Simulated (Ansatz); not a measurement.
Here is an unrelaxed guess for Ga3O2.

```
CELL_PARAMETERS angstrom
3.61768 0.00000 0.00000
0.00000 3.61768 0.00000
0.00000 0.00000 6.63302
ATOMIC_POSITIONS crystal
Ga 0.50000 0.50000 0.50000
Ga 0.00000 0.00000 0.24364
Ga 0.00000 0.00000 0.75636
O 0.00000 0.50000 0.50000
O 0.50000 0.00000 0.50000
```

All numbers below come from DFT PBE, scalar-relativistic, plane waves, PAW (Ansatz). Plane waves to 420 eV, a k mesh through Γ of 6×6×4 on the computed 5-atom cell and Gaussian smearing (0.10 eV); no spin polarisation.

Energies over the elements count from the elements' standard structures at the same level (O₂ as a molecule), with no fitted energy shifts.

**Question.** Estimate its pressure, forces and energy as it stands.

**Answer.** The pressure is 13.6 GPa (the mean over three directions, positive in compression), the largest force is 1.30 eV/Å, and the energy is −0.39 eV/atom against the elements. The shortest distance is 1.81 Å.

**Question.** How much does it gain on relaxing, and where does it end?

**Answer.** Relaxing gains about 0.15 eV/atom (the start's value is from the coarse mesh, so the gain is rough) in 19 ionic steps and ends at −0.53 eV/atom on the finer mesh. The symmetry stays P4/mmm (No. 123). The volume per atom grows by 19.9 %, from 17.4 to 20.8 Å³. The shortest distance goes from 1.81 Å (Ga–O) to 1.99 Å (Ga–O). The ratio c/a of the conventional cell changes by a factor of 0.90. Conventional cell: a = 3.985 Å, c = 6.551 Å. Around Ga on a site of symmetry 4/mmm lie 4 O at 1.99 Å; Ga on a site of symmetry 4mm has 4 O at 2.57 Å; around O lie 2 Ga at 1.99 Å and 4 Ga at 2.57 Å.

The last run used a 10×10×6 mesh (in the run's order of axes) for its 5-atom cell and Gaussian smearing of 0.10 eV. No dispersion correction is applied, so the spacing and binding between layers, chains or molecules are poorly described. An odd number of electrons in the primitive cell allows no gap without spin; a larger cell or a magnetic state could open one. The relaxation can't lower the symmetry of the start. Symmetry constrained the relaxation, so the result can be a saddle point. Another cell of Ga3O2 relaxed alike, in Fmm2, lies 0.41 eV/atom lower, so this cell isn't the stable form at this level.
